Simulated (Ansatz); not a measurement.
Given:

In:
```xyz
1
Lattice="-1.5754 1.5754 2.4732 1.5754 -1.5754 2.4732 1.5754 1.5754 -2.4732" Properties=species:S:1:pos:R:3 pbc="T T T"
In     0.0000     0.0000     0.0000
```

This is the LDA-relaxed structure. x, y and z are the axes in which the lattice vectors are written.

Q: All from the program Ansatz at the LDA level (PAW), unless another level is named. Give the Hill bulk and shear moduli.

A: 50.2 and 8.4 GPa.

Q: And the elastic constants (relaxed ions, GPa)?

A: C11 = 72.5, C12 = 34.7, C13 = 44.8, C33 = 58.1, C44 = 5.4, C66 = 9.2.

Space group I4/mmm (body-centred tetragonal). The LDA relaxation kept the symmetry of its start. As this level gives no gap, shear constants depend on the k-mesh and smearing (Fermi–Dirac, 0.1 eV here).

Potentials: the later of the program's two PAW sets.
